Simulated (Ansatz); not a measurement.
RbZnBr3 in the cubic perovskite structure, relaxed with r2SCAN in Ansatz 0.2.0. The symmetry is Pm-3m (No. 221, cubic); conventional cell a = 5.249 Å, 28.92 Å³ an atom. Rb has 12 Br at 3.71 Å; Zn has 6 Br at 2.62 Å; Br has 2 Zn at 2.62 Å and 4 Rb at 3.71 Å.

The axes x, y and z are those of this cell:
```yaml
crystal:
  lattice:
    - [5.24862, 0.00000, 0.00000]
    - [0.00000, 5.24862, 0.00000]
    - [0.00000, 0.00000, 5.24862]
  atoms:
    - { symbol: Rb, position: [0.00000, 0.00000, 0.00000] }
    - { symbol: Zn, position: [0.50000, 0.50000, 0.50000] }
    - { symbol: Br, position: [0.50000, 0.50000, 0.00000] }
    - { symbol: Br, position: [0.50000, 0.00000, 0.50000] }
    - { symbol: Br, position: [0.00000, 0.50000, 0.50000] }
```

Unstrained: r2SCAN gives an indirect gap of 0.777 eV, from R to Γ; the least direct gap is 1.266 eV at Γ. The HSE06 gap is indirect, 1.399 eV (R to Γ), below the direct gap of 1.858 eV at Γ. Meshes: r2SCAN 6×6×6, HSE06 4×4×4. Strains are changes of length per length. After each strain the atoms were relaxed again with r2SCAN within the symmetry that the strain leaves, so tilts or polar shifts that break it weren't tested; points keep the names that they have in the unstrained zone. These are computed values for a spin-unpolarised cell that may be hypothetical; none is a measurement.

Task: Estimate what uniaxial -3.0 % along z, other directions held does to the gap.

Result: r2SCAN: the gap goes from 0.777 to 0.830 eV (+0.053 eV). HSE06: the gap goes from 1.399 to 1.459 eV (+0.060 eV). The r2SCAN energy rises by 4.9 meV an atom.

Task: Apply epitaxial +2.0 % in the xy plane, free normal strain -1.68 %. How far does the gap move, against the unstrained cell?

Result: r2SCAN: the gap goes from 0.777 to 0.713 eV (-0.064 eV). HSE06: the gap goes from 1.399 to 1.333 eV (-0.066 eV). The r2SCAN energy rises by 3.6 meV an atom.

Task: Estimate what isotropic -3.0 % on every length does to the gap.

Result: r2SCAN: the gap goes from 0.777 to 0.978 eV (+0.201 eV). HSE06: the gap goes from 1.399 to 1.616 eV (+0.217 eV). The r2SCAN energy rises by 28.1 meV an atom.

Task: One strain changed the r2SCAN stress by xx +1.18, yy +0.51, zz +0.51 GPa (compression positive) and the gap by +0.034 eV (r2SCAN), +0.038 eV (HSE06). Which kind of strain was it, and roughly how large?

Result: Uniaxial -2.0 % along x, other directions held. The pattern of the stress gives the kind; the size needs the stiffness, so it is an estimate.

The runs are scalar-relativistic, without spin-orbit coupling.

The meshes of the hybrids are coarse, so their gaps aren't converged to the digits shown.
